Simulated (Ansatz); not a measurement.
Given:

Mg$_{2}$Ge:
```
Mg2Ge
1.0
    0.00000     3.21048     3.21048
    3.21048     0.00000     3.21048
    3.21048     3.21048     0.00000
Ge Mg
1 2
Direct
  0.00000   0.00000   0.00000
  0.25000   0.25000   0.25000
  0.75000   0.75000   0.75000
```

This is the PBE-relaxed structure.

All from plane-wave PAW PBE (Ansatz code), unless another level is named. Predict the gap with spin–orbit coupling.

0.09 eV.

Predict the smallest direct gap on the standard path.

0.95 eV.

What about the formation energy from the elements (no fitted shifts)?

-0.27 eV/atom.

Next, the valence-band maximum?

at Γ.

Space group Fm-3m (anti-fluorite). The PBE relaxation kept the symmetry of its start; of distortions, only those at the zone centre were tested. The references are the lowest solids computed at this level, not always the standard phases. Scalar-relativistic: spin–orbit coupling is off unless named, which matters more the heavier the elements.

Potentials: the later of the program's two PAW sets.
